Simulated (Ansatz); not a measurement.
Values for one crystal, relaxed and computed with the program Ansatz at the LDA level (PAW); other levels are named.

Volume per atom: 33.36 Å³
Band gap: 2.00 eV (indirect)
Electron effective mass: 0.31, 0.53, 4.1 mₑ (principal values)
Formation energy from the elements (no fitted shifts): -52 kJ/mol of atoms
Gap with spin–orbit coupling: 1.68 eV
Hole effective mass: 0.30, 1.7, 4.5 mₑ (principal values)
Valence-band maximum: off the standard path, at k = (-0.125, 0.000, 0.208)

### Question
Which of these materials gives this?
(A) CdI2, P-3m1 (Pearson symbol hP9)
(B) BaTiO3, P4mm (Ti on 1b, Ba on 1a, O on 1b, O on 2c)
(C) CdSe, zinc blende
(D) PbI2, CdI2 type

### Answer
A, CdI2, P-3m1 (Pearson symbol hP9)

The workflow started from a Materials Project entry (that database holds measured and hypothetical structures alike); the Crystallography Open Database files this formula in space group No. 164, but the cells were not matched. Its standing as an ambient phase is unchecked. Symmetry was held in the LDA relaxation; its stability against distortions is not shown here. A crystal of weakly bound layers computed without a dispersion correction: the cell and the soft elastic constants depend strongly on that. The references are the lowest solids computed at this level, not always the standard phases. Scalar-relativistic: spin–orbit coupling is off unless named, which matters more the heavier the elements.

Potentials: the later of the program's two PAW sets.
